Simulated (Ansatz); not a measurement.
Rb2H6Pt:
```
Rb2H6Pt
1.0
    0.00000     4.25358     4.25358
    4.25358     0.00000     4.25358
    4.25358     4.25358     0.00000
Rb H Pt
2 6 1
Direct
  0.75000   0.75000   0.75000
  0.25000   0.25000   0.25000
  0.80712   0.80712   0.19288
  0.19288   0.19288   0.80712
  0.19288   0.80712   0.80712
  0.80712   0.19288   0.19288
  0.80712   0.19288   0.80712
  0.19288   0.80712   0.19288
  0.00000   0.00000   0.00000
```

Relaxed with r²SCAN. Special points in fractions of this cell's reciprocal vectors: Γ (0.000, 0.000, 0.000); X (0.500, 0.000, 0.500); U (0.625, 0.250, 0.625); K (0.375, 0.375, 0.750); L (0.500, 0.500, 0.500); W (0.500, 0.250, 0.750).

Problem. List the band energies nearest the valence-band maximum at these points for r²SCAN (plane waves, PAW; program Ansatz).

Solution. In eV from the valence-band maximum; about four levels below and three above (degenerate sets whole), none deeper than 8.9 eV; points with the same levels are listed once.

```csv
k,below,above
Γ,-0.67 -0.67 -0.67 -0.30 -0.30 -0.30,5.45 6.15 6.15
X,-0.69 -0.69 -0.64 -0.01 -0.01,4.41 7.07 7.37
U,-0.69 -0.44 -0.19 0.00,4.72 6.53 7.34
L,-0.69 -0.69 -0.64 -0.05 -0.05,5.95 5.95 7.11
W,-0.69 -0.29 -0.29 -0.03,4.75 6.37 7.58 7.58
```

Space group Fm-3m. The workflow started from a Materials Project entry (that database holds measured and hypothetical structures alike); the Crystallography Open Database copy checked does not list it. Its standing as an ambient phase is unchecked. The cell was relaxed with r²SCAN under the symmetry of its start; its stability against distortions is not shown here. No spin polarisation was allowed. Scalar-relativistic: spin–orbit coupling is off unless named, which matters more the heavier the elements.

Potentials: the later of the program's two PAW sets.
